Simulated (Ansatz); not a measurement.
GaN:
```
GaN
1.0
    0.00000     2.24918     2.24918
    2.24918     0.00000     2.24918
    2.24918     2.24918     0.00000
Ga N
1 1
Direct
  0.00000   0.00000   0.00000
  0.25000   0.25000   0.25000
```

Relaxed with HSE06.

Task: Give the Bader charges and basin volumes of the independent atoms, the program Ansatz at the HSE06 level (PAW).

Result: 

```
atom  Bader charge (e)  Bader volume (Å³)
----  ----------------  -----------------
Ga1              +1.66                9.2
N2               -1.66               13.6
```

Space group F-43m (zinc blende). The cell was relaxed with HSE06 under the symmetry of its start.

Potentials: the earlier of the program's two PAW sets. The files were generated under PBE; for other functionals the program regenerates the frozen cores, and for LDA and PBEsol the local potential too.
